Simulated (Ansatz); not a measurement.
Cell and atoms are relaxed with the symmetry kept. Start:

```
Cr Ag O
1.0
     1.50841    0.87088    6.23501
    -1.50841    0.87088    6.23501
     0.00000   -1.74176    6.23501
Cr Ag O
1 1 2
Direct
  0.50000 0.50000 0.50000
  0.00000 0.00000 0.00000
  0.11379 0.11379 0.11379
  0.88621 0.88621 0.88621
```

Theory: DFT LDA, scalar-relativistic, plane waves, PAW in Ansatz 0.2.0.

Cutoff 420 eV; k points 12×12×12 on the computed 4-atom cell (Γ-centred); Gaussian smearing, width 0.02 eV; collinear spin from starting moments 2.64 0 0 0 μB.

What does it relax to?

The volume drops by 0.98 Å³/atom to 11.30 Å³/atom, and the energy falls by 42.8 meV/atom. The cell ends with a moment of 3.00 μB (only this magnetic start was tried). Final structure:
```
Cr Ag O
1.0
     1.46364    0.84503    6.09148
    -1.46364    0.84503    6.09148
     0.00000   -1.69007    6.09148
Cr Ag O
1 1 2
Cartesian
  0.0000 0.0000 9.1372
  0.0000 0.0000 0.0000
  0.0000 0.0000 2.0675
  0.0000 0.0000 16.2069
```

The cell holds one magnetic atom, so it can only be ferromagnetic; an antiferromagnetic order may lie lower.